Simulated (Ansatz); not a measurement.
Energy against total moment in MnAlGe

We look at MnAlGe: an experimental structure (space group P4/nmm), with 6 atoms per cell. Sizeable forces remain on the atoms, so the positions aren't those of the computed minimum. Source: COD entry 9008318, which need not be the ambient phase.

```yaml
crystal:
  lattice:
    - [3.91400, 0.00000, 0.00000]
    - [0.00000, 3.91400, 0.00000]
    - [0.00000, 0.00000, 5.93300]
  atoms:
    - { symbol: Mn, position: [0.00000, 0.00000, 0.00000] }
    - { symbol: Mn, position: [0.50000, 0.50000, 0.00000] }
    - { symbol: Al, position: [0.50000, 0.00000, 0.72700] }
    - { symbol: Al, position: [0.00000, 0.50000, 0.27300] }
    - { symbol: Ge, position: [0.50000, 0.00000, 0.28000] }
    - { symbol: Ge, position: [0.00000, 0.50000, 0.72000] }
```

Site labels below count the atoms in this order, from 1.

Computed with DFT, PBEsol, PAW, plane waves, scalar-relativistic in Ansatz.

```
Plane-wave cutoff : 420 eV
k-point mesh      : 7×7×5 (Γ-centred)
Occupations       : Fermi–Dirac smearing, 0.1 eV
Valence electrons : 64
```

Site moments are integrals over atomic spheres and don't add up to the total.

Each run fixes N↑ − N↓ and starts with that moment spread in parallel over the Mn atoms; no search for lower states follows. F is the free energy per cell, and F(lowest) that of the lowest run, the runs with a free moment included. Each row is one local solution, which need not be the lowest state at that M. The run at M = 0 starts without moments and gives the spin-unpolarised solution; a state with cancelling moments wasn't tried, and may lie lower.

The run at M = 2.78 μB took 8.6 s on 2 threads of Arm Neoverse V2 (shared host), peak memory 0.47 GiB.

```csv
fixed M (μB/cell),F − F(lowest) (meV/cell),moments of Mn1 Mn2 (μB)
0.00,495,0.00 0.00
0.69,?,?
1.39,362,0.79 0.79
2.08,225,1.16 1.16
2.78,73,1.48 1.48
3.47,0,1.76 1.76
4.16,?,?
4.86,196,2.35 2.35
5.55,430,2.61 2.61
```

(1) Fill in the row for M = 0.69 μB.

(2) Fill in the row for M = 4.16 μB.

Answers

(1) 459 meV; moments Mn1 0.40, Mn2 0.40 μB.

(2) 53 meV; moments Mn1 2.06, Mn2 2.06 μB.

With the constraint released: “parallel moments, free total moment [Mn1 4.50, Mn2 4.50 μB]” ends at 3.47 μB, 0 meV; “parallel moments scaled by 0.1, free total moment [Mn1 0.45, Mn2 0.45 μB]” ends at 3.47 μB, 0 meV. No free run was started from opposed moments.
